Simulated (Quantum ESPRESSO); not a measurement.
# Kohn-Sham bands of PdCl$_{2}$ (P2/m)

```xyz
6
Lattice="4.3703 0.0000 0.0000 0.0000 3.4202 0.0000 -0.6550 0.0000 11.8572" Properties=species:S:1:pos:R:3 pbc="T T T"
Pd     0.0000     1.7101     0.0000
Pd     1.8576     0.0000     5.9286
Cl     1.6953     1.7101     4.3542
Cl    -1.6953     1.7101    -4.3542
Cl     0.6637     0.0000    -1.4393
Cl    -0.6637     0.0000     1.4393
```

Materials Project entry mp-1018888; symmetrised, unrelaxed at this level. Not found in the COD (Crystallography Open Database) copy used, which has the formula in other groups; not checked further. Computed values, not measurements, from PBEsol: Quantum ESPRESSO (norm-conserving PseudoDojo potentials, cutoff 66 Ry, spinors with spin-orbit coupling) on a Γ-centred 4×4×4 mesh, then Wannier90. Density: 8×10×4 mesh, Gaussian smearing 0.01 Ry. The cell is built of weakly bound layers, chains or molecules. Database cells relaxed without dispersion often hold them too far apart, which can enlarge gaps and weakens couplings between them; spacing and stacking were not compared with the measured crystal.

Problem. List the Kohn-Sham levels between −8 and 3.6 eV relative to the valence-band maximum at the high-symmetry points, as a band run of pw.x on that density gives them (levels within 2 meV counted together).

Solution. 
```
point  k (reciprocal lattice)                                                                                                                                                                                                                                                           levels (eV)
-----  ----------------------  --------------------------------------------------------------------------------------------------------------------------------------------------------------------------------------------------------------------------------------------------------------------
Γ           0.000 0.000 0.000   -5.58 (×2), -5.26 (×2), -5.22 (×2), -5.17 (×2), -3.33 (×2), -3.15 (×2), -2.79 (×2), -2.63 (×2), -2.43 (×2), -2.39 (×2), -2.33 (×2), -2.03 (×2), -1.91 (×2), -1.82 (×2), -1.33 (×2), -1.29 (×2), -0.86 (×2), -0.74 (×2), -0.11 (×2), 0.00 (×2), 1.44 (×2), 1.58 (×2)
Z           0.000 0.500 0.000                          -5.59 (×4), -4.35 (×2), -4.34 (×2), -3.99 (×2), -3.97 (×2), -3.72 (×2), -3.67 (×2), -3.40 (×2), -3.31 (×2), -1.99 (×2), -1.86 (×2), -1.58 (×4), -1.52 (×2), -1.50 (×2), -0.67 (×2), -0.63 (×2), -0.11 (×2), -0.06 (×2), 1.41 (×2), 1.43 (×2)
D           0.000 0.500 0.500              -5.60 (×4), -4.26 (×2), -4.24 (×2), -4.14 (×2), -4.13 (×2), -3.65 (×2), -3.61 (×2), -3.40 (×2), -3.32 (×2), -1.98 (×2), -1.86 (×2), -1.58 (×2), -1.57 (×2), -1.52 (×2), -1.50 (×2), -0.67 (×2), -0.63 (×2), -0.11 (×2), -0.06 (×2), 1.41 (×2), 1.43 (×2)
B           0.000 0.000 0.500  -5.45 (×2), -5.40 (×2), -5.22 (×2), -5.19 (×2), -3.33 (×2), -3.18 (×2), -2.60 (×2), -2.53 (×2), -2.44 (×2), -2.41 (×2), -2.34 (×2), -2.31 (×2), -1.85 (×2), -1.83 (×2), -1.33 (×2), -1.29 (×2), -0.85 (×2), -0.74 (×2), -0.06 (×2), -0.04 (×2), 1.51 (×2), 1.51 (×2)
A          -0.500 0.000 0.500  -5.50 (×2), -5.35 (×2), -5.21 (×2), -5.19 (×2), -3.48 (×2), -3.35 (×2), -3.30 (×2), -3.22 (×2), -2.46 (×2), -2.36 (×2), -2.33 (×2), -2.14 (×2), -1.87 (×2), -1.82 (×2), -1.34 (×2), -1.32 (×2), -0.47 (×2), -0.36 (×2), -0.15 (×2), -0.03 (×2), 1.50 (×2), 1.54 (×2)
E          -0.500 0.500 0.500  -5.54 (×2), -5.52 (×2), -4.28 (×2), -4.26 (×2), -4.06 (×2), -4.02 (×2), -3.73 (×2), -3.71 (×2), -3.68 (×2), -3.68 (×2), -2.17 (×2), -2.05 (×2), -1.58 (×2), -1.55 (×2), -1.53 (×2), -1.48 (×2), -0.33 (×2), -0.31 (×2), -0.15 (×2), -0.10 (×2), 1.40 (×2), 1.41 (×2)
C_2        -0.500 0.500 0.000              -5.54 (×2), -5.52 (×2), -4.25 (×4), -4.05 (×2), -4.05 (×2), -3.75 (×2), -3.70 (×2), -3.69 (×2), -3.68 (×2), -2.16 (×2), -2.04 (×2), -1.58 (×2), -1.55 (×2), -1.53 (×2), -1.48 (×2), -0.35 (×2), -0.32 (×2), -0.14 (×2), -0.09 (×2), 1.40 (×2), 1.42 (×2)
Y_2        -0.500 0.000 0.000                          -5.43 (×2), -5.42 (×2), -5.21 (×2), -5.19 (×2), -3.52 (×2), -3.40 (×2), -3.23 (×2), -3.13 (×2), -2.41 (×4), -2.29 (×4), -1.84 (×2), -1.83 (×2), -1.33 (×2), -1.31 (×2), -0.43 (×2), -0.37 (×2), -0.12 (×2), -0.06 (×2), 1.52 (×2), 1.52 (×2)
```
